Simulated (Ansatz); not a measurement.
Cold compression of LuPb2

```yaml
crystal:
  lattice:
    - [-1.85305, 1.85305, 6.56000]
    - [1.85305, -1.85305, 6.56000]
    - [1.85305, 1.85305, -6.56000]
  atoms:
    - { symbol: Lu, position: [0.00000, 0.00000, 0.00000] }
    - { symbol: Pb, position: [0.33300, 0.33300, 0.00000] }
    - { symbol: Pb, position: [0.66700, 0.66700, 0.00000] }
```

The base volume is that of a database entry, so it needn't be at zero pressure; the structure needn't be the stable phase, at rest or compressed.

Its volume is scaled at fixed shape and fractional positions.

Computed with Ansatz 0.2.0; functional LDA, scalar-relativistic. Settings: a Γ-centred 14×14×14 k mesh, Fermi–Dirac smearing of 0.05 eV, no spin polarisation. Methods: LAPW: all electrons, basis error target 1 meV/atom; PAW: frozen-core files, cutoff 420 eV.

Energies are extrapolated to zero smearing and count from the unscaled cell; pressure is positive in compression; gaps take the mesh and a band path. No temperature or zero-point motion is included.

Spin–orbit coupling is left out, which matters for the heavy atoms. The PAW files were made under PBE.

| V/V0 | V (Å³/atom) | P LAPW (GPa) | ΔE LAPW (eV/atom) | P PAW − LAPW (GPa) | ΔE PAW − LAPW (meV/atom) |
| --- | --- | --- | --- | --- | --- |
| 1.00 | 30.03 | ? | 0.000 | 0.00 | 0.0 |
| 0.90 | 27.03 | -0.92 | -0.064 | 0.00 | 0.0 |
| 0.70 | 21.02 | ? | 0.264 | -0.01 | -0.1 |
| 0.40 | 12.01 | 297.2 | 6.329 | 0.27 | 3.4 |

What belongs in the row "0.70", column "P LAPW (GPa)"?

23.7.

What belongs in the row "1.00", column "P LAPW (GPa)"?

-5.43.

From the table, what is the rise of the enthalpy H = E + pV up to the last row, and how stiff is the crystal between the last two rows?

ΔH = 6.329 eV + (297.2 GPa × 12.01 Å³ + 5.43 GPa × 30.03 Å³) × 0.006242 eV/(GPa·Å³) = 29.63 eV/atom, of which pV makes 79 %. The mean bulk modulus there is −ΔP/Δln V = 489 GPa.

How do the Löwdin populations by LAPW change from the unscaled cell to the last row?

Lu 5s 1.97 → 1.86, Lu 6s 0.69 → 0.37, Lu 5p 5.99 → 5.89, Lu 5d 1.98 → 3.97, Lu 4f 14.00 → 13.92, Pb 5s 1.99 → 1.94, Pb 6s 1.72 → 1.22, Pb 5p 6.00 → 5.96, Pb 6p 2.46 → 2.42, Pb 5d 9.99 → 9.90 electrons an atom. These are projections on the shells that the free atoms fill; 0.08 e a cell lies outside them at the start and 0.13 e at the end.
